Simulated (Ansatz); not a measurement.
Ansatz (a first-principles code) input:

Ansatz 0.2 input:
```yaml
crystal:
  lattice:
    - [1.4309968115, 0.8261863943, 5.9463859912]
    - [-1.4309968115, 0.8261863943, 5.9463859912]
    - [0.0, -1.6523727886, 5.9463859912]
  atoms:
    - { symbol: Co, position: [0.5, 0.5, 0.5] }
    - { symbol: Pd, position: [0.0, 0.0, 0.0] }
    - { symbol: O, position: [0.8871824546, 0.8871824546, 0.8871824546] }
    - { symbol: O, position: [0.1128175454, 0.1128175454, 0.1128175454] }
kpoints:
  mp_grid: { grid: [12, 12, 12] }
  band_path:
    path:
      - [[0.0, 0.0, 0.0], [0.5, 0.5, 0.5], [0.8204639237, 0.1795360763, 0.5]]  # Γ-T-H_2
      - [[0.5, -0.1795360763, 0.1795360763], [0.5, 0.0, 0.0], [0.0, 0.0, 0.0], [0.3397680382, -0.3397680382, 0.0]]  # H_0-L-Γ-S_0
      - [[0.6602319618, 0.0, 0.3397680382], [0.5, 0.0, 0.5], [0.0, 0.0, 0.0]]  # S_2-F-Γ
    npoints: 10
basis: { xc_grid: 2 }
hamiltonian:
  xc: pbe
  pseudopotentials: { azcp: { folder: ./paw }, kind: paw_fr }
magnetization: { noncollinear: true, spin_orbit: true }
scf:
  n_extra_bands: 13
  convergence: { dr2_threshold: 0.0000000001 }
  occupations: { method: gaussian, width: 0.05 }
output: { eigenvalues: true }
```

Output (shortened):

```
basis.fft_grid_basis auto: the FFT boxes are laid along the combinations [[1, 0, -1], [0, 1, -1], [0, 0, 1]] of the cell's own vectors, 2.862, 2.862 and 6.172 …
Pseudopotential: Co, paw, valence charge 17
Pseudopotential: Pd, paw, valence charge 18
Pseudopotential: O, paw, valence charge 6
Functional definition: PBE
non-collinear run that drives no moment, with spin-orbit …
Crystal: 4 atoms, lattice volume = 42.181 Å³
Basis set: ecut = 420 eV, 829 PW (Γ), FFT grids on a1−a3, a2−a3, a3, exchange–correlation on 40×40×90 points (8 copies of the dense FFT grid, shifted against one another)
Bands: 60, of which v1, the nominal top of the filled ones, is band 47 counted from 1 (46 counted from 0)
Symmetry: 12 space group operations + 12 with time reversal
k-points: 189 of 1728
Projection manifold: j_resolved (fully-relativistic pseudo-atomic orbitals)
SCF iter   1: F=—  HF=-13243.760256 eV  |F-HF|=—  |Δ(HF+E_count)|=         —  Δρ=5.67e-1  dr2=2.14e2  dr2_m=0.00e0 (ungated)  ethr=3.10e-3  |M|=0.00e0 ∫|m|=0.00e0 μB  |m|>n=0.0e0 m-floor=0.0e0 τ_xc=0.0e0  β_m=0.30  ⟨swp⟩=7.5  Hψ=27781  notcnv=0  defer=168
preconditioner: auto → Kerker (q_TF=auto, 2.778 Å⁻¹)
spin=Noncollinear: Kerker preconditioning applied to the charge; magnetization (m_x, m_y, m_z) channels mix plain (no charge-response kernel on spin).
SCF iter   2: F=—  HF=-13240.430544 eV  |F-HF|=—  |Δ(HF+E_count)|=    3.33e0  Δρ=3.79e-1  dr2=5.21e1  dr2_m=0.00e0 (ungated)  ethr=3.10e-3  |M|=0.00e0 ∫|m|=0.00e0 μB  |m|>n=0.0e0 m-floor=0.0e0 τ_xc=0.0e0  β_m=0.24  ⟨swp⟩=4.0  Hψ=13645  notcnv=0  defer=1036
SCF iter   3: F=—  HF=-13235.223646 eV  |F-HF|=—  |Δ(HF+E_count)|=    5.21e0  Δρ=9.91e-2  dr2=1.98e0  dr2_m=0.00e0 (ungated)  ethr=3.10e-3  |M|=0.00e0 ∫|m|=0.00e0 μB  |m|>n=0.0e0 m-floor=0.0e0 τ_xc=0.0e0  β_m=0.43  ⟨swp⟩=3.9  Hψ=12548  notcnv=0  defer=1118
SCF iter   4: F=—  HF=-13234.664204 eV  |F-HF|=—  |Δ(HF+E_count)|=   5.59e-1  Δρ=4.60e-2  dr2=2.56e-1  dr2_m=0.00e0 (ungated)  ethr=3.10e-3  |M|=0.00e0 ∫|m|=0.00e0 μB  |m|>n=0.0e0 m-floor=0.0e0 τ_xc=0.0e0  β_m=0.52  ⟨swp⟩=2.2  Hψ=9631  notcnv=0  defer=1118
SCF iter   5: F=—  HF=-13234.723757 eV  |F-HF|=—  |Δ(HF+E_count)|=   5.96e-2  Δρ=2.92e-2  dr2=3.24e-1  dr2_m=0.00e0 (ungated)  ethr=5.45e-4  |M|=0.00e0 ∫|m|=0.00e0 μB  |m|>n=0.0e0 m-floor=0.0e0 τ_xc=0.0e0  β_m=0.71  ⟨swp⟩=3.0  Hψ=11765  notcnv=0  defer=1118
SCF iter   6: F=—  HF=-13234.681871 eV  |F-HF|=—  |Δ(HF+E_count)|=   4.19e-2  Δρ=1.20e-2  dr2=4.38e-2  dr2_m=0.00e0 (ungated)  ethr=5.45e-4  |M|=0.00e0 ∫|m|=0.00e0 μB  |m|>n=0.0e0 m-floor=0.0e0 τ_xc=0.0e0  β_m=0.86  ⟨swp⟩=2.1  Hψ=8294  notcnv=0  defer=1118
SCF iter   7: F=—  HF=-13234.678349 eV  |F-HF|=—  |Δ(HF+E_count)|=   3.52e-3  Δρ=3.84e-3  dr2=5.04e-3  dr2_m=0.00e0 (ungated)  ethr=9.32e-5  |M|=0.00e0 ∫|m|=0.00e0 μB  |m|>n=0.0e0 m-floor=0.0e0 τ_xc=0.0e0  β_m=0.88  ⟨swp⟩=2.0  Hψ=7234  notcnv=0  defer=1118
SCF iter   8: F=—  HF=-13234.678073 eV  |F-HF|=—  |Δ(HF+E_count)|=   2.76e-4  Δρ=1.76e-3  dr2=1.56e-3  dr2_m=0.00e0 (ungated)  ethr=1.07e-5  |M|=0.00e0 ∫|m|=0.00e0 μB  |m|>n=0.0e0 m-floor=0.0e0 τ_xc=0.0e0  β_m=0.94  ⟨swp⟩=2.5  Hψ=7157  notcnv=0  defer=1118
SCF iter  16: F=-13234.678010 eV  HF=-13234.678010 eV  |F-HF|=4.55e-11  |Δ(HF+E_count)|=  1.46e-11  Δρ=5.09e-7  dr2=7.77e-11  dr2_m=0.00e0 (ungated)  ethr=1.00e-12  |M|=0.00e0 ∫|m|=0.00e0 μB  |m|>n=0.0e0 m-floor=0.0e0 τ_xc=0.0e0  ⟨swp⟩=8.0  Hψ=22050  notcnv=0
SCF 1 converged in 16 iterations: F = -13234.678010 eV  dr2 = 7.77e-11
NSCF: frozen V_eff on 73 k-points
SCF converged after 16 iterations
Magnetization: |M| = 0.0000 μB,  M = (+0.0000, +0.0000, +0.0000) μB
Absolute magnetization: 0.0000 μB (∫|m|)
  site 0: m = (+0.0000, +0.0000, +0.0000) μB, |m| = 0.0000 μB  (R = 0.79 Å)
  site 1: m = (+0.0000, +0.0000, +0.0000) μB, |m| = 0.0000 μB  (R = 0.83 Å)
  site 2: m = (+0.0000, +0.0000, +0.0000) μB, |m| = 0.0000 μB  (R = 0.79 Å)
  site 3: m = (+0.0000, +0.0000, +0.0000) μB, |m| = 0.0000 μB  (R = 0.79 Å)
Free energy (F): -13234.678010 eV
Harris-Foulkes:  -13234.678010 eV  (|F-HF|=4.55e-11)
Internal energy: -13234.675056 eV  (E = F + TS)
E sigma→0 (E₀):  -13234.676533 eV
Entropy (-TS):   -0.002954 eV (-0.738 meV/atom)
Fermi energy:    14.340538 eV
--- Per-component energies (eV) ---
  E_band       = -516.470155
  E_kinetic    = 1073.494845
  E_local      = -5991.199977  (includes V_loc(G=0)·N_el)
  E_nonlocal   = 910.277057
  E_hartree    = 2513.856799
  E_xc         = -371.614741
  E_vxc        = -473.632025  (∫ρ·V_xc dr)
  E_paw        = -5707.348039  (= ΣΔE_a)
  E_vpaw       = -1063.125017  (= ΣTr[D̂ρ^β])
  E_aug_tail   = 0.001759  (compensation charges beyond the density's cutoff)
  E_ewald      = -5662.142760
  E_smearing   = -0.002954  (= −TS)
  E_closure    = 0.000000  (closes the sum)
  Σ components = -13234.678010   (vs F -13234.678010, Δ=0.00e0)
  [band-id]    e_kinetic+e_local+e_nonlocal+2·e_hartree+e_vxc+e_vpaw+e_augmentation_tail = -516.469760   (vs E_band -516.470155, Δ=3.95e-4)
--- Band table (eV; the first three rows and the last of 189) ---
  k-point 0: bands = ["-81.1611", "-81.1611", "-70.1752", "-70.1752", "-45.6845", "-45.6845", "-43.8645", "-43.8645", "-43.8117", "-43.8117", "-38.9602", "-38.9602", "-34.6515", "-34.6515", "-34.2323", "-34.2323", "-6.5997", "-6.5997", "-4.7215", "-4.7215", …
  k-point 1: bands = ["-81.1607", "-81.1607", "-70.1738", "-70.1738", "-45.6860", "-45.6860", "-43.8674", "-43.8674", "-43.8121", "-43.8121", "-38.9637", "-38.9637", "-34.6540", "-34.6540", "-34.2416", "-34.2416", "-6.5216", "-6.5216", "-4.7179", "-4.7179", …
  k-point 2: bands = ["-81.1596", "-81.1596", "-70.1701", "-70.1701", "-45.6902", "-45.6902", "-43.8755", "-43.8755", "-43.8130", "-43.8130", "-38.9733", "-38.9733", "-34.6612", "-34.6612", "-34.2667", "-34.2667", "-6.3003", "-6.3003", "-4.7108", "-4.7108", …
  k-point 188: bands = ["-81.1611", "-81.1611", "-70.1752", "-70.1752", "-45.6845", "-45.6845", "-43.8645", "-43.8645", "-43.8117", "-43.8117", "-38.9602", "-38.9602", "-34.6515", "-34.6515", "-34.2323", "-34.2323", "-6.4468", "-6.4468", "-4.9673", "-4.9673", …
```

Cost: about 70 core-seconds (a rough figure) on shared cores.

Space group R-3m. Symmetry was held in the PBE relaxation. No spin polarisation was allowed. No Hubbard U is applied.

Potentials: the earlier of the program's two PAW sets.

Ansatz is a plane-wave DFT program.
